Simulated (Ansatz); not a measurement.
Relaxed-ion elastic tensor of ZrB2 in space group P6/mmm (No. 191; Zr on 1a, B on 2d) in GPa (Voigt order), PBEsol in the plane-wave PAW code Ansatz; density 6.20 g/cm³, 10.07 Å³ per atom.

```
 587  56.1   129   0.0   0.0   0.0
56.1   587   129   0.0   0.0   0.0
 129   129   454   0.0   0.0   0.0
 0.0   0.0   0.0   266   0.0   0.0
 0.0   0.0   0.0   0.0   266   0.0
 0.0   0.0   0.0   0.0   0.0   266
```

Is the crystal mechanically stable?

Yes: the smallest eigenvalue of C is 266 GPa.

Work out the Voigt, Reuss and Hill averages.

K_V = 251, K_R = 250, K_H = 250; G_V = 247, G_R = 240, G_H = 244 GPa.

Give Young's modulus, Poisson's ratio, Pugh's ratio and the universal anisotropy index.

E = 9KG/(3K + G) = 552 GPa; ν = 0.13; K/G = 1.03 (brittle by the Pugh limit of 1.75); A_U = 5G_V/G_R + K_V/K_R − 6 = 0.16.

Estimate the sound speeds and the Debye temperature.

v_l = √((K + 4G/3)/ρ) = 9630 m/s, v_t = √(G/ρ) = 6270 m/s, mean 6870 m/s; Θ = (h/k)(3n/4πV)^(1/3) v_m = 947 K.

How much does each axis shrink under pressure?

Linear compressibilities β_i = Σ_j S_ij (j = 1 to 3): x 1.3, y 1.3, z 1.5 per TPa.

The PBEsol relaxation kept the symmetry of its start; of distortions, only those at the zone centre were tested. No spin polarisation was allowed. As this level gives no gap, shear constants depend on the k-mesh and smearing (Fermi–Dirac, 0.1 eV here).

Potentials: the later of the program's two PAW sets.
